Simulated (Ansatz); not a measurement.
## Zone-centre modes in Cs2ScTlBr6

All numbers below come from DFT PBEsol, scalar-relativistic, plane waves, PAW (Ansatz). Cutoff 420 eV, Γ-centred 4×4×4 k-points, Gaussian smearing of 0.05 eV. Spin–orbit coupling is left out, which can shift energies with elements as heavy as these. No spin polarisation.

Zero of the scan (relaxed at this level; it needn't be the usual structure):

```
Cs Sc Tl Br
1.0
     0.00000    5.72624    5.72624
     5.72624    0.00000    5.72624
     5.72624    5.72624    0.00000
Cs Sc Tl Br
2 1 1 6
Direct
  0.75000 0.75000 0.75000
  0.25000 0.25000 0.25000
  0.00000 0.00000 0.00000
  0.50000 0.50000 0.50000
  0.77093 0.22907 0.22907
  0.22907 0.22907 0.77093
  0.22907 0.77093 0.77093
  0.22907 0.77093 0.22907
  0.77093 0.22907 0.77093
  0.77093 0.77093 0.22907
```

Harmonic modes by finite displacements of 0.02 Å, without the LO–TO term.

(1) At this geometry, is the structure stable against these modes?

(2) List the wavenumbers in cm⁻¹.

## Answers

(1) No: 3 modes are unstable, the strongest at 27i cm⁻¹.

(2) 27i, 27i, 27i, 0, 0, 0, 16, 16, 16, 20, 20, 20, 37, 37, 37, 47, 47, 47, 75, 75, 75, 111, 111, 111, 139, 139, 180, 232, 232, 232.